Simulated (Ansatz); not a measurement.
The start is a relaxed Al2O3 cell, doubled along one cell vector, shaken by Gaussian noise of σ = 0.08 Å a coordinate. Cell shape, volume and atoms are optimised at zero target pressure with r2SCAN (plane waves to 500 eV, PAW, scalar-relativistic; Ansatz, a quantum-chemistry and plane-wave program). The first steps use a 9×9×5 k-mesh.

The start:
```yaml
crystal:
  lattice:
    - [2.33263, 1.34674, 2.36396]
    - [-2.33263, 1.34674, 2.36396]
    - [0.00000, -5.38697, 4.72792]
  atoms:
    - { symbol: O, position: [0.20923, 0.80944, 0.23703] }
    - { symbol: O, position: [0.21263, 0.80055, 0.74805] }
    - { symbol: O, position: [0.51700, 0.22005, 0.38408] }
    - { symbol: O, position: [0.50390, 0.21840, 0.89776] }
    - { symbol: O, position: [0.79343, 0.51292, 0.09182] }
    - { symbol: O, position: [0.79933, 0.53261, 0.59544] }
    - { symbol: Al, position: [0.27144, 0.35885, 0.15053] }
    - { symbol: Al, position: [0.32175, 0.28882, 0.66600] }
    - { symbol: Al, position: [0.71741, 0.68688, 0.37009] }
    - { symbol: Al, position: [0.69360, 0.69069, 0.82974] }
```

Q: How large is the pressure on the unrelaxed cell, and of which sign?

A: +7.5 GPa (positive: the cell is compressed).

Q: Which atoms feel the largest initial force, and how large is it?

A: 5.85 eV/Å, on Al9 (atoms numbered as listed).

Q: How do the shortest distances between atoms change?

A: The closest pairs of elements (up to four, under 3.6 Å), start → end: Al–O 1.68 → 1.88 Å; O–O 2.31 → 2.38 Å; Al–Al 2.57 → 2.73 Å.

Q: What band gap does the relaxed structure have at this level?

A: 4.44 eV, indirect (valence top at k = (0.3333, 0.3333, 0.3333), conduction bottom at Γ) (no spin-orbit coupling).

No spin polarisation in the result.

The relaxed structure here is a generated cell of Al2O3: the first start was made by placing the elements on the sites of a structure type, and the end was not matched to a known phase here, so it may be hypothetical. Known forms of Al2O3 include space group No. 167.
